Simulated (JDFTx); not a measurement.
- surface: Be(1 0 -1 0)
- bulk: Be, P6_3/mmc, lattice of mp-87 (not re-optimised)
- slab: 10 atoms in 10 planes, 1x1, 8.3 Å between the outermost planes
- in-plane cell: 2.265 × 3.574 Å, 8.09 Å²
- cell height: 24.5 Å
- sampling: 10×6×1 k mesh, Fermi smearing 0.01 Ha, no spin polarisation

Computed with JDFTx (a modified build): PBE, GBRV ultrasoft potentials, plane waves to 20/100 Ha. Liquid on both sides: SCCS (g09 parameters), water, 2 M NaF; nuclei fixed. 

Charging data:

```json
[
 {"U − U_pzc (V)": "-0.41", "σ (μC/cm²)": "-4.40"},
 {"U − U_pzc (V)": "-0.21", "σ (μC/cm²)": "-2.28"},
 {"U − U_pzc (V)": "0.00", "σ (μC/cm²)": "0.00"}
]
```

A calculation by hand: a check of Lippmann's equation. The grand free energy per area against the neutral slab, Δγ = [F(N) − F(N₀) − μ(N − N₀)]/2A, is taken from the total energies of the same runs.

```csv
U − U_pzc (V),Δγ (mJ/m²)
-0.41,-9.0
-0.21,-2.4
0.00,0.0
```

Δγ is largest at zero charge and falls away from it, as dγ/dU = −σ demands. At -0.41 V the computed -9.0 mJ/m² stands beside -9.0 mJ/m² from the constant-capacitance formula.
